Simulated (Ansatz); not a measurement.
The elements of this relaxed trial crystal are hidden behind letters.

```
lattice vectors (Å)
   4.2021    0.0000    0.0000
  -2.1011    3.6391    0.0000
   0.0000    0.0000    4.0714
fractional positions
X 0.0000 0.0000 0.0000
Z 0.3333 0.6667 0.1694
Z 0.3333 0.6667 0.8306
Z 0.6667 0.3333 0.8306
Z 0.6667 0.3333 0.1694
Z 0.0000 0.0000 0.5000
```

Level of theory: DFT PBE, scalar-relativistic, plane waves, PAW in Ansatz. Plane waves to 420 eV, a 12×12×10 mesh through Γ for the 6-atom cell and 0.10 eV Gaussian smearing; no spin polarisation.

| Item | Value |
| --- | --- |
| Space group | P6/mmm (No. 191) |
| Conventional cell | a = 4.202 Å, c = 4.071 Å |
| Volume per atom | 10.38 Å³ |
| Density | 4.57 g/cm³ |
| Energy over the elements | −0.99 eV/atom |
| Gap on the 12×12×10 mesh of the 6-atom cell | 0 eV (a metal) |

Energies are uncorrected and count from the elements' standard states at the same level.

Task: X is a d-block element of period 5 and Z is a p-block element of period 2. Which elements are they?

Result: X = Zr, Z = O, so the formula is ZrO5. Density times volume gives a mean mass of 4.57 × 10.38/1.6605 = 28.6 u per atom, and this set has 28.5 u. Around Zr lie 2 O at 2.04 Å and 12 O at 2.52 Å; O on a site of symmetry 3m has 1 O at 1.38 Å, 3 O at 2.43 Å and 3 Zr at 2.52 Å; O on a site of symmetry 6/mmm has 2 Zr at 2.04 Å. Other sets within the hints have nearly the same mass, so mass alone doesn't settle it; this one was computed.

Symmetry constrained the relaxation, so the result can be a saddle point.
